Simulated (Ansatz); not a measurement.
The relaxed structure here is a generated cell of BaTe2: the first start was made by placing the elements on the sites of a structure type, and the end was not matched to a known phase here, so it may be hypothetical.

The start is a generated trial cell of BaTe2 in the AFLOW prototype A2B_tP6_129_ac_c (C38, as in Cu2Sb). The cell and all atomic positions are relaxed at zero pressure with PBE (plane waves to 420 eV, PAW, scalar-relativistic; Ansatz, a first-principles code). The first steps use a coarse 5×5×3 k-mesh.

The start:
```
CELL_PARAMETERS angstrom
      5.39619     0.00000     0.00000
      0.00000     5.39619     0.00000
      0.00000     0.00000     8.23375
ATOMIC_POSITIONS crystal
  Te 0.00000 0.00000 0.00000
  Te 0.50000 0.50000 0.00000
  Te 0.50000 0.00000 0.27000
  Te 0.00000 0.50000 0.73000
  Ba 0.50000 0.00000 0.70000
  Ba 0.00000 0.50000 0.30000
```

Largest initial force: about 1.2 eV/Å, on Te3, Te4 (atoms numbered as listed)
Outcome: The space group stays P4/nmm (No. 129) (the run could not lower it), with 6 atoms in the primitive cell
Energy released: 0.33 eV/atom
Volume change: -6.0 %, from 39.96 to 37.57 Å³/atom
Shortest distances (start → end): The closest pairs of elements (up to four, under 3.6 Å), start → end: Te–Te 3.50 → 3.28 Å; Ba–Te 3.54 → 3.44 Å
Band gap at the end: zero (metallic)
Optimiser moves: 15

Relaxed structure:

Space group P4/nmm, origin choice 1 (No. 129); a = b = 4.6404 Å, c = 10.4685 Å, α = β = γ = 90.00°

```json
[
 {"atom": "Te", "site": "2a", "symmetry": "-4m2", "x": "0.0000", "y": "0.0000", "z": "0.0000"},
 {"atom": "Te", "site": "2c", "symmetry": "4mm", "x": "0.5000", "y": "0.0000", "z": "0.3792"},
 {"atom": "Ba", "site": "2c", "symmetry": "4mm", "x": "0.0000", "y": "0.5000", "z": "0.2819"}
]
```

Final values are on a 10×10×5 k-mesh of the relaxed cell. No spin polarisation in the result.

The run could not lose the symmetry of its start: the end is stationary, and may be a saddle point rather than a minimum.
